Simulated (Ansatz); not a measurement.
Here is the system:

PbS:
```
PbS
1.0
    5.09787     0.00000     0.00000
    0.00000     5.09787     0.00000
    0.00000     0.00000     4.12752
Pb S
2 2
Cartesian
  2.54893   0.00000   1.25504
  0.00000   2.54893   2.87248
  0.00000   0.00000   0.00000
  2.54893   2.54893   0.00000
```

This is the r²SCAN+D4-relaxed structure. x, y and z are the axes in which the lattice vectors are written.

Q: All from plane-wave PAW r²SCAN+D4 (Ansatz code), unless another level is named. Estimate the electron effective mass with spin–orbit coupling.

A: 0.21, 0.29, 26 mₑ (principal values).

Q: Predict the smallest direct gap on the standard path.

A: 1.28 eV.

Q: Predict the conduction-band minimum.

A: off the standard path, at k = (0.133, 0.133, 0.393).

Space group P4/nmm. A made-up cell: these elements were put on the sites of a structure type; neither database checked (COD, Materials Project) lists it. It is not the phase usual at ambient conditions (space group No. 225). Symmetry was held in the r²SCAN+D4 relaxation; its stability against distortions is not shown here. Spin–orbit coupling is left out wherever it is not named.

Potentials: the later of the program's two PAW sets.
